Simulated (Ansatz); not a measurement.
Sb (A7 type, space group R-3m)

```yaml
crystal:
  lattice:
    - [2.16429, 1.24956, 3.78321]
    - [-2.16429, 1.24956, 3.78321]
    - [0.00000, -2.49911, 3.78321]
  atoms:
    - { symbol: Sb, position: [0.23322, 0.23322, 0.23322] }
    - { symbol: Sb, position: [0.76678, 0.76678, 0.76678] }
```

Two coordinates are scanned: the volume, and the ratio of the stretch along z (the conventional c axis) to the stretch across it. Atoms keep their fractional coordinates.

Computed with r2SCAN+rVV10 (plane waves to 500 eV, PAW, scalar-relativistic; Ansatz, a first-principles code). k mesh 13×13×13 (Γ-centred), Fermi-Dirac smearing 0.05 eV. Stress and pressure are positive under compression. As the atoms are clamped, bonds stretch with the cell, which overstates energies and stresses. With partly filled bands, the response to shear is sensitive to the k mesh, so small differences along c/a are uncertain. Sb was relaxed with its symmetry unable to fall. Spin-orbit coupling is left out, though Sb is heavy. The PAW data are Ansatz's earlier set.

At one point of the scan the stress tensor (GPa) is:

```
   -3.7      0.0      0.0
    0.0     -3.7      0.0
    0.0      0.0     -1.4
```

Which point is it?
(A) V/V₀ = 1.053, (c/a)/(c/a)₀ = 1.027
(B) V/V₀ = 1.053, (c/a)/(c/a)₀ = 0.960
(C) V/V₀ = 1.000, (c/a)/(c/a)₀ = 0.973
(D) V/V₀ = 1.027, (c/a)/(c/a)₀ = 1.040

B, V/V₀ = 1.053, (c/a)/(c/a)₀ = 0.960

(A scan under strain: stresses follow from slopes of the energy per volume, elastic moduli from its curvatures.)
